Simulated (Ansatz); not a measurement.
Fixed-spin-moment curve of Ni

The cell (1 atom) is Ni as a measured crystal structure (space group Fm-3m). Source: COD entry 9012986; the sample's temperature and pressure aren't taken into account, and it need not be the stable phase.

```
Ni
1.0
     0.00000    1.76775    1.76775
     1.76775    0.00000    1.76775
     1.76775    1.76775    0.00000
Ni
1
Direct
  0.00000 0.00000 0.00000
```

Numbers behind element symbols give the atom's place in this list.

Theory: DFT, PBE, PAW, plane waves, scalar-relativistic (Ansatz).

```json
{
 "Plane-wave cutoff": "420 eV",
 "k-point mesh": "14×14×14 (Γ-centred)",
 "Occupations": "Gaussian smearing, 0.1 eV",
 "Valence electrons": "18"
}
```

The total moment includes the space between the atomic spheres.

A small moment in a metal is sensitive to the mesh and the smearing.

The total moment of the cell is held fixed (separate Fermi levels for the two spins), shared at the start among the Ni atoms with one sign; no search for lower states follows. F is the free energy per cell, and F(lowest) that of the lowest run, the runs with a free moment included. Each row is one local solution, which need not be the lowest state at that M. The run at M = 0 starts without moments and gives the spin-unpolarised solution. The cell holds one magnetic atom, so only parallel order fits; orders in a larger cell may lie lower. The program warns that the SCF threshold is loose for stress, so pressures can be off by 0.1 GPa or more.

The run at M = 0.95 μB took 1.2 s on 2 threads of Arm Neoverse V2, on a shared host, peak memory 0.26 GiB.

```
fixed M (μB/cell)  F − F(lowest) (meV/cell)  moments of Ni1 (μB)  pressure (GPa)
             0.00                        53                 0.00            -3.9
             0.24                        42                 0.26            -3.8
             0.48                         9                 0.52            -3.4
             0.71                         1                 0.75            -2.2
             0.95                        61                 0.97            -0.3
             1.19                       211                 1.17             2.9
             1.43                       476                 1.37             7.1
             1.67                       868                 1.55            12.2
             1.91                      1416                 1.73            19.3
```

The lowest fixed-moment run is the one at M = 0.71 μB (1 meV). With the constraint released: “usual moment, free total moment [Ni1 2.00 μB]” ends at 0.63 μB, 0 meV; “usual moment scaled by 0.1, free total moment [Ni1 0.20 μB]” ends at 0.63 μB, 0 meV.
